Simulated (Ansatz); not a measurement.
Cu$_{8}$O in space group P4/mmm (No. 123; Pearson symbol tP9) at seven volumes, r²SCAN (plane waves, PAW; program Ansatz), shape and atoms relaxed at each. One row is withheld.

| V (Å³/atom) | P (GPa) |
|---|---|
| 10.622 | 16.58 |
| 10.972 | 10.01 |
| 11.322 | ? |
| 11.673 | 0.00 |
| 12.023 | -3.71 |
| 12.373 | -6.62 |
| 12.723 | -8.72 |

**Question.** Fit the shown pressures and predict the withheld one.

**Answer.** Third-order Birch–Murnaghan: P = (3/2)B₀(x^(7/2) − x^(5/2))[1 + (3/4)(B′ − 4)(x − 1)] with x = (V₀/V)^(2/3). Least squares on the six rows gives V₀ = 11.670 Å³/atom, B₀ = 133.1 GPa, B′ = 6.09. At V = 11.322, x = 1.0204 and P = 4.42 GPa. The run itself gave 4.54 GPa.

The start of the workflow was typed in or built on a structure type; neither database checked (COD, Materials Project) lists it. Its standing as an ambient phase is unchecked. The r²SCAN relaxation kept the symmetry of its start; its stability against distortions is not shown here. The workflow began spin-polarised and lost its moments. No Hubbard U is applied.

Potentials: the earlier of the program's two PAW sets. The files were generated under PBE; for other functionals the program regenerates the frozen cores, and for LDA and PBEsol the local potential too.
